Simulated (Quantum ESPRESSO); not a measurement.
```xyz
4
Lattice="3.5366 0.0000 0.0000 -1.7683 3.0628 0.0000 0.0000 0.0000 16.5000" Properties=species:S:1:pos:R:3 pbc="T T T"
H      0.0000     0.0000     1.8107
O      0.0000     0.0000     0.8432
Cl     0.0000     2.0419    -1.8107
Cd     1.7683     1.0209    -0.2404
```

The PBEsol cell relaxed from Materials Project entry mp-644222 was given a biaxial strain of -3 % in the plane, and the atoms were relaxed again, with the Coulomb interaction truncated along z.

**Question.** What does PBEsol (pw.x of Quantum ESPRESSO, ONCV potentials, scalar-relativistic) give for the electronic structure near the Fermi level?

**Answer.** The PBEsol gap is direct, 2.27 eV at Γ. Spin-orbit splittings are left out.

This is a model layer cut from the bulk structure; whether it is stable on its own was not checked.
